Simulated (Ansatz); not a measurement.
## W (Pm-3n), an elastic constant from a strain scan

Theory: DFT PBEsol, scalar-relativistic, plane waves, PAW in Ansatz 0.2.0. The runs took a 420 eV cutoff, a Γ-centred 8×8×8 mesh and Gaussian smearing (0.15 eV). Spin–orbit coupling is left out, which can shift energies with elements as heavy as these. No spin polarisation. Energies are free energies at this smearing, counted from the undisturbed cell; pressure is positive in compression.

Zero of the scan (relaxed at this level; this form isn't the usual structure):

```
CELL_PARAMETERS angstrom
5.03204 0.00000 0.00000
0.00000 5.03204 0.00000
0.00000 0.00000 5.03204
ATOMIC_POSITIONS crystal
W 0.00000 0.00000 0.00000
W 0.50000 0.50000 0.50000
W 0.00000 0.50000 0.25000
W 0.00000 0.50000 0.75000
W 0.25000 0.00000 0.50000
W 0.75000 0.00000 0.50000
W 0.50000 0.75000 0.00000
W 0.50000 0.25000 0.00000
```

The cell is strained by ε times the Voigt pattern (0, 0, 0, 1, 0, 0) (xx, yy, zz, yz, xz, xy; engineering shear) with fractional coordinates fixed. The cell holds 8 atoms in V0 = 127.42 Å³. The stress column is τ = (1/V0) dE/dε, got from the stress tensor σ (compression positive) at each point as −det(1 + εP) σ : P(1 + εP)⁻¹, with P the pattern as a tensor.

| ε | ΔE (meV/atom) | τ (GPa) |
| --- | --- | --- |
| -0.0525 | 14.325 | -5.506 |
| -0.0450 | 10.519 | -4.706 |
| -0.0375 | 7.306 | -3.916 |
| -0.0300 | 4.677 | -3.132 |
| -0.0225 | 2.634 | -2.351 |
| -0.0150 | 1.173 | -1.569 |
| -0.0075 | 0.295 | -0.785 |
| 0.0000 | 0.000 | 0.000 |
| 0.0075 | 0.295 | 0.785 |
| 0.0150 | 1.173 | 1.569 |
| 0.0225 | 2.634 | 2.351 |
| 0.0300 | 4.677 | 3.132 |
| 0.0375 | 7.306 | 3.916 |
| 0.0450 | 10.519 | 4.706 |
| 0.0525 | 14.325 | 5.506 |
| 0.0600 | ? | ? |

Q: Which combination of elastic constants does this scan measure, and how large is it?

A: For small ε, τ = τ0 + Kε with K = pᵀCp, which for this pattern is C44 in the cubic axes. The parabola through τ at ε = -0.0075, 0 and 0.0075 has slope K = 105 GPa at zero. The energies per cell, E = NΔE, of the same two points give K = 2[E(ε₊)/ε₊ − E(ε₋)/ε₋]/[(ε₊ − ε₋)V0] = 106 GPa, in agreement. These are clamped-ion values.

Q: Predict the withheld row at ε = 0.0600 from the harmonic law, and compare.

A: ΔE = V0(τ0 ε + Kε²/2)/N = 18.735 meV/atom and τ = 6.28 GPa. The calculation gives 18.732 meV/atom and 6.32 GPa, a miss of 0.01 meV/atom at most, so the harmonic law still holds here.

Forces appear on the atoms along this scan, and letting them relax would lower the energy and soften the response. In a metal these slopes depend on the k mesh and the smearing.

Cost: 9 runs of about 10 core-minutes in all, on Intel Xeon Processor @ 2.50GHz (Skylake/Cascade Lake) (shared hosts).